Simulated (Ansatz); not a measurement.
**Computed properties of CsTiAlO₄**

CsTiAlO4:
```yaml
crystal:
  lattice:
    - [-2.84425, 4.32597, 4.91235]
    - [2.84425, -4.32597, 4.91235]
    - [2.84425, 4.32597, -4.91235]
  atoms:
    - { symbol: Cs, position: [0.45876, 0.95876, 0.50000] }
    - { symbol: Cs, position: [0.05977, 0.05977, 0.00000] }
    - { symbol: Ti, position: [0.46120, 0.67081, 0.79039] }
    - { symbol: Ti, position: [0.88042, 0.67081, 0.20961] }
    - { symbol: Al, position: [0.63799, 0.32711, 0.31088] }
    - { symbol: Al, position: [0.01624, 0.32711, 0.68912] }
    - { symbol: O, position: [0.04185, 0.50687, 0.03059] }
    - { symbol: O, position: [0.47627, 0.01126, 0.96941] }
    - { symbol: O, position: [0.04185, 0.01126, 0.53498] }
    - { symbol: O, position: [0.47627, 0.50687, 0.46502] }
    - { symbol: O, position: [0.78808, 0.50313, 0.28495] }
    - { symbol: O, position: [0.21818, 0.50313, 0.71505] }
    - { symbol: O, position: [0.78160, 0.28160, 0.50000] }
    - { symbol: O, position: [0.66151, 0.66151, 0.00000] }
```

Space group Imm2 (No. 44); conventional cell a = 5.6885 Å, b = 8.6519 Å, c = 9.8247 Å, α = β = γ = 90.00°.

Method: LDA (plane waves, PAW; program Ansatz). The cell and atoms are relaxed at this level. Other levels are named where they apply.

### Cell and energy

| Property | Result |
|---|---|
| Volume per atom | 17.27 Å³ |
| Density | 3.73 g/cm³ |
| Formation energy from the elements (no fitted shifts) | -2.92 eV/atom |

### Electronic structure

| Property | Result |
|---|---|
| Band gap | 4.06 eV (indirect) |
| Valence-band maximum | at S (k = 0.000, 0.500, 0.500 in fractions of the reciprocal vectors) |
| Conduction-band minimum | at W (k = 0.250, 0.250, 0.250 in fractions of the reciprocal vectors) (2 equivalent valleys) |
| Smallest direct gap on the standard path | 4.11 eV |
| Electron effective mass | 4.6, 6.0, 15 mₑ (principal values) |

### Mechanics

| Item | Result |
|---|---|
| Bulk modulus (Birch–Murnaghan fit) | 37.1 GPa |
| Pressure derivative B′ | 5.0 |

The first step of the workflow began from a Materials Project structure, measured or hypothetical; the Crystallography Open Database copy checked does not list it. Its standing as an ambient phase is unchecked. The cell was relaxed with LDA under the symmetry of its start; whether a distortion lowers the energy is not shown. No spin polarisation was allowed. The references are the lowest solids computed at this level, not always the standard phases (solids in place of the gases). Scalar-relativistic: spin–orbit coupling is off unless named, which matters more the heavier the elements.

Potentials: the later of the program's two PAW sets.
